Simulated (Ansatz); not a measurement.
AgI:
```xyz
2
Lattice="0.0000 3.3141 3.3141 3.3141 0.0000 3.3141 3.3141 3.3141 0.0000" Properties=species:S:1:pos:R:3 pbc="T T T"
Ag     4.9711     4.9711     4.9711
I      0.0000     0.0000     0.0000
```

Cartesian axes are those of the cell as given.

**Question.** Give the high-frequency dielectric tensor and the Born effective charge tensors of the independent atoms from DFPT, the program Ansatz at the PBE level (PAW).

**Answer.** 
ε∞:
```
5.12  0.00  0.00
0.00  5.12  0.00
0.00  0.00  5.12
```
Z* of atom 1 (Ag), rows: field, columns: displacement, in e:
```
1.29  0.00  0.00
0.00  1.29  0.00
0.00  0.00  1.29
```
Z* of atom 2 (I), rows: field, columns: displacement, in e:
```
-1.29   0.00   0.00
 0.00  -1.29   0.00
 0.00   0.00  -1.29
```

Static charges for comparison (Bader): Ag1 +0.29, I2 -0.29 e. Born charges measure polarisation by displacement and can exceed these by far.

Space group F-43m (zinc blende). The PBE relaxation kept the symmetry of its start. No spin polarisation was allowed. Scalar-relativistic: spin–orbit coupling is off unless named, which matters more the heavier the elements.

Potentials: the later of the program's two PAW sets.
